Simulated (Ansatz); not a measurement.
HfN:
```cif
data_Hf3N3
_chemical_formula_sum 'Hf3 N3'
_space_group_name_H-M_alt 'Pm-3m'
_space_group_IT_number 221
_space_group_name_Hall '-P 4 2 3'
_cell_length_a 4.40462
_cell_length_b 4.40462
_cell_length_c 4.40462
_cell_angle_alpha 90.000
_cell_angle_beta 90.000
_cell_angle_gamma 90.000
loop_
_atom_site_label
_atom_site_type_symbol
_atom_site_symmetry_multiplicity
_atom_site_Wyckoff_symbol
_atom_site_fract_x
_atom_site_fract_y
_atom_site_fract_z
_atom_site_occupancy
Hf1 Hf 3 c 0.00000 0.50000 0.50000 1
N1 N 3 d 0.00000 0.00000 0.50000 1
```

Relaxed with r²SCAN.

### Question
Which orbitals make up the states near the Fermi level in r²SCAN in the plane-wave PAW code Ansatz?

### Answer
Within 0.5 eV of the Fermi level: Hf 5d 48 %, N 2p 46 %. Projections are on Löwdin-orthogonalised atomic valence shells; empty p or d shells of many metals are not among them.

### Question
Tabulate the density of states.

### Answer
States/eV per cell of 6 atoms, in 0.25 eV bins, energy from the Fermi level.

```csv
E (eV),total,Hf 5d,N 2p,Hf 6s
-7.85,0.00,0.00,0.00,0.00
-7.60,0.00,0.00,0.00,0.00
-7.35,0.00,0.00,0.00,0.00
-7.10,0.00,0.00,0.00,0.00
-6.85,0.00,0.00,0.00,0.00
-6.60,0.00,0.00,0.00,0.00
-6.35,0.00,0.00,0.00,0.00
-6.10,0.00,0.00,0.00,0.00
-5.85,0.00,0.00,0.00,0.00
-5.60,0.31,0.10,0.16,0.04
-5.35,1.08,0.31,0.56,0.16
-5.10,4.72,1.19,2.42,0.90
-4.85,4.52,1.39,2.06,0.84
-4.60,3.44,1.14,1.60,0.52
-4.35,2.65,0.86,1.54,0.17
-4.10,3.60,1.23,2.13,0.14
-3.85,4.03,1.36,2.42,0.12
-3.60,4.22,1.39,2.54,0.12
-3.35,5.37,1.84,3.12,0.18
-3.10,7.58,2.67,4.35,0.24
-2.85,4.67,1.26,3.10,0.08
-2.60,2.57,0.66,1.73,0.04
-2.35,2.88,0.92,1.75,0.06
-2.10,5.17,1.94,2.79,0.19
-1.85,3.89,1.28,2.28,0.13
-1.60,2.82,0.93,1.66,0.10
-1.35,2.21,0.67,1.39,0.06
-1.10,2.76,0.72,1.91,0.04
-0.85,2.43,0.81,1.52,0.02
-0.60,2.36,1.03,1.25,0.01
-0.35,5.59,2.24,3.17,0.02
-0.10,5.66,2.58,2.86,0.05
0.15,3.54,1.88,1.43,0.08
0.40,3.02,1.89,0.74,0.13
0.65,2.94,2.24,0.49,0.13
0.90,4.05,3.14,0.61,0.17
1.15,3.58,2.78,0.51,0.17
1.40,2.12,1.65,0.28,0.13
1.65,0.37,0.27,0.04,0.04
1.90,0.76,0.58,0.07,0.08
2.15,1.11,0.87,0.11,0.10
2.40,1.06,0.85,0.10,0.08
2.65,0.98,0.79,0.09,0.06
2.90,0.89,0.73,0.07,0.05
3.15,0.98,0.84,0.07,0.04
3.40,1.14,1.00,0.08,0.03
3.65,1.54,1.33,0.11,0.04
3.90,2.35,2.01,0.22,0.04
4.15,3.90,3.08,0.64,0.04
4.40,4.44,3.48,0.73,0.06
4.65,3.41,2.64,0.55,0.07
```

The start of the workflow was typed in or built on a structure type; neither database checked (COD, Materials Project) lists it. It is not the phase usual at ambient conditions (space group No. 225). The r²SCAN relaxation kept the symmetry of its start; its stability against distortions is not shown here. No spin polarisation was allowed. With an odd number of electrons in the cell and no spin polarisation, the count alone makes it a metal. Scalar-relativistic: spin–orbit coupling is off unless named, which matters more the heavier the elements.

Potentials: the earlier of the program's two PAW sets.
